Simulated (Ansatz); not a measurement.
## Vibrational response of TiPd

Theory: DFT LDA, scalar-relativistic, plane waves, PAW in Ansatz. Settings: 420 eV plane-wave cutoff, Γ-centred 14×14×14 mesh, Fermi-Dirac smearing of 0.15 eV. No spin polarisation. Phonons by linear response, acoustic sum rule imposed.

The cell, relaxed at this level:
```xyz
2
Lattice="3.1045 0.0000 0.0000 0.0000 3.1045 0.0000 0.0000 0.0000 3.1045" Properties=species:S:1:pos:R:3 pbc="T T T"
Ti    1.5523    1.5523    1.5523
Pd    0.0000    0.0000    0.0000
```

In a metal, frequencies and elastic constants depend on the k mesh and the smearing, soft modes and shear constants most.

(1) Is this structure stable against zone-centre distortions?

(2) List the optical modes at Γ (i marks imaginary ones).

Results:

(1) Yes, at Γ: no optical mode is imaginary. Strains and other wave vectors aren't tested by this run.

(2)
| frequency (cm⁻¹) | degeneracy |
| --- | --- |
| 173 | 3 |